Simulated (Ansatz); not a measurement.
Co (hcp, Mg type): energy over volume and axial ratio

Co (hcp, Mg type)

```xyz
2
Lattice="2.4939 0.0000 0.0000 -1.2470 2.1598 0.0000 0.0000 0.0000 4.0318" Properties=species:S:1:pos:R:3 pbc="T T T"
Co     0.0000     1.4399     3.0239
Co     1.2470     0.7199     1.0080
```

Grid over V/V₀ and (c/a)/(c/a)₀, subscript 0 meaning the relaxed cell; the conventional c axis lies along z; no internal relaxation.

Computed with PBE (plane waves to 420 eV, PAW, scalar-relativistic; Ansatz, a quantum-chemistry and plane-wave program). k mesh 21×21×12 (Γ-centred), Fermi-Dirac smearing 0.05 eV. E stands for the smeared free energy. Stress and pressure are positive under compression. With partly filled bands, the response to shear is sensitive to the k mesh, so small differences along c/a are uncertain. Co was relaxed with its symmetry unable to fall. Relaxed Co ends ferromagnetic. Other magnetic orders were not checked, so this need not be the ground state. ΔE is measured from the relaxed starting cell.

ΔE (kJ/mol of atoms), with V/V₀ across and (c/a)/(c/a)₀ down:

```
(c/a)/(c/a)₀ \ V/V₀  0.960  0.973  0.987  1.000  1.013  1.027  1.040
-------------------  -----  -----  -----  -----  -----  -----  -----
0.920                  6.0    5.2    4.6    4.4    4.3    4.6    5.0
0.947                  3.3    2.6    2.1    1.9    2.0    2.3    2.8
0.973                  1.7    1.0    0.6    0.5    0.6    0.9    1.4
1.000                  1.2    0.5    0.1    0.0    0.1    0.5    1.0
1.027                  1.7    1.0    0.6    0.4    0.5    0.9    1.4
1.053                  3.1    2.3    1.9    1.7    1.8    2.1    2.6
1.080                  5.4    4.5    4.0    3.7    3.7    4.0    4.4
```

σzz − σxx (GPa), with V/V₀ across and (c/a)/(c/a)₀ down:

```csv
(c/a)/(c/a)₀ \ V/V₀,0.960,0.973,0.987,1.000,1.013,1.027,1.040
0.920,26.8,25.6,24.5,23.4,22.4,21.4,20.5
0.947,18.2,17.4,16.6,15.9,15.2,14.5,13.9
0.973,9.3,8.9,8.4,8.0,7.6,7.2,6.9
1.000,0.1,0.1,0.0,0.0,-0.1,-0.1,-0.1
1.027,-8.9,-8.4,-8.0,-7.6,-7.3,-6.9,-6.6
1.053,-17.6,-16.7,-15.8,-15.0,-14.3,-13.6,-13.0
1.080,-26.2,-24.9,-23.6,-22.4,-21.3,-20.3,-19.4
```

Derived quantities:

```
Quantity                                                                                                                           Value
--------------------------------------------------------------------------------------  ------------------------------------------------
Modulus against c/a change at fixed volume, (3/4V)·∂²E/∂(ln c/a)² (fit, atoms clamped)                                           150 GPa
Lowest place on the grid                                                                 V/V₀ = 1.000, (c/a)/(c/a)₀ = 1.000 (0 meV/atom)
Highest place on the grid                                                               V/V₀ = 0.960, (c/a)/(c/a)₀ = 0.920 (62 meV/atom)
```

The 49 points together took about 21 core-minutes (a rough figure).

(Under strain, the slope of the energy per volume gives the stress and its curvature an elastic modulus.)
